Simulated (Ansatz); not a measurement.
TiRh (space group P4/mmm)

```
TiRh
1.0
    5.78864     0.00000     0.00000
    2.89432     2.89432     0.00000
    0.00000     0.00000     3.35624
Ti Rh
2 2
Cartesian
  1.44716   1.44716   1.67812
  4.34148   1.44716   1.67812
  0.00000   0.00000   0.00000
  2.89432   0.00000   0.00000
```

The atoms are displaced by Q × the pattern below (from a DFPT mode at M = (0.5, 0.5, 0.0), largest move 1; Q in Å), at fixed cell. (q is in reciprocal vectors of the primitive cell; the cell shown is doubled to hold the pattern.)

```
atom      x      y       z
----  -----  -----  ------
Rh3   0.000  0.000   1.000
Rh4   0.000  0.000  -1.000
```

Atoms not listed stay in place.

The numbers are results of LDA (plane waves to 420 eV, PAW, scalar-relativistic; Ansatz, an electronic-structure program), not measurements. k mesh 16×16×14 (Γ-centred), Fermi-Dirac smearing 0.05 eV. E stands for the smeared free energy. With partly filled bands, energies and forces of such displacements shift with the k mesh and the smearing. TiRh is run without spin polarisation. TiRh was relaxed with its symmetry unable to fall. ΔE is measured from the undisplaced structure. The last digit holds for this mesh only.

| Q (Å) | ΔE (meV/cell) |
|---|---|
| -0.1000 | withheld |
| -0.0833 | 32.88 |
| -0.0667 | 21.36 |
| -0.0500 | 12.16 |
| -0.0333 | 5.45 |
| -0.0167 | 1.37 |
| 0.0000 | 0.00 |
| 0.0167 | 1.37 |
| 0.0333 | 5.45 |
| 0.0500 | 12.16 |
| 0.0667 | 21.36 |
| 0.0833 | 32.88 |
| 0.1000 | withheld |

Problem. Fit an even polynomial form (powers 2, 4) to the given rows and predict ΔE at Q = 0.1000.

Solution. Least squares on the 11 given rows: ΔE = (4928)·Q² + (-27510)·Q⁴, in meV/cell with Q in Å; root-mean-square residual 0.013 meV/cell. At 0.1000 the fit gives 46.53 meV/cell; the calculation gives 46.51 meV/cell, so the extrapolation is off by 0.02 (+0.0 %). The quadratic term alone would give 49.28 meV/cell.

(For displaced atoms, the force is minus the slope of the energy, and its curvature is a force constant, which sets phonon frequencies.)
